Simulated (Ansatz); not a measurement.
# Slab of fcc Pd (110), 5 layers

The slab is cut from the fcc crystal, the stable phase, as relaxed on PAW files (14.18 Å³/atom), with 16 Å of vacuum and a dipole correction:

```xyz
5
Lattice="2.7166 0.0000 0.0000 0.0000 3.8419 0.0000 0.0000 0.0000 21.4333" Properties=species:S:1:pos:R:3 pbc="T T T"
Pd    0.0000    0.0000    8.0000
Pd    1.3583    1.9210    9.3583
Pd    0.0000    0.0000   10.7166
Pd    1.3583    1.9210   12.0750
Pd    0.0000    0.0000   13.4333
```

All numbers are LDA results (scalar-relativistic) from Ansatz 0.2.0, with a Γ-centred 13×10×1 k mesh, Fermi–Dirac smearing of 0.1 eV, no spin polarisation. Methods: LAPW: all electrons, basis error target 1 meV/atom; PAW: frozen-core files, cutoff 420 eV.

The bulk energy comes from a cell in the slab's orientation on a 13×10×13 mesh. The surface energy is (E(slab) − N·E(bulk))/2A at zero smearing, the mean of both faces; thin slabs carry quantum-size effects.

The PAW files were made under PBE. The cell is 1×1, so reconstructions are forbidden, and in slabs of four or five layers the relaxations can be far larger than at a real surface.

Question: As cut, the LAPW slab lies 2.988 eV above 5 atoms of bulk. What surface energy is that?

Answer: Over two faces of 10.44 Å² it is 143.1 meV/Å², and times 16.02 J/m² per eV/Å² that gives γ = 2.293 J/m².

Question: What do relaxation and the other method give, and what work function comes out?

Answer: 

```tsv
method	γ as cut (J/m²)	γ relaxed (J/m²)	Φ as cut (eV)	Φ relaxed (eV)
LAPW	2.293	2.221	5.10	5.10
PAW	2.291	2.219	5.10	5.10
```

Question: How do the spacings between the planes relax?

Answer: From the bottom face up: d12 -10.1 % of 1.358 Å, d23 +3.1 % of 1.358 Å, d34 +3.1 % of 1.358 Å, d45 -10.1 % of 1.358 Å.

Question: A 3d core hole is made on one atom of each kind in every 1×1 cell (PAW hole dataset, neutral cell, valence without spin). What does it cost by layer?

Answer: layer 1 334.71 eV, layer 2 335.08 eV, layer 3 335.24 eV. Shifts between layers mean more than the absolute values, and a whole layer of holes screens otherwise than one hole.
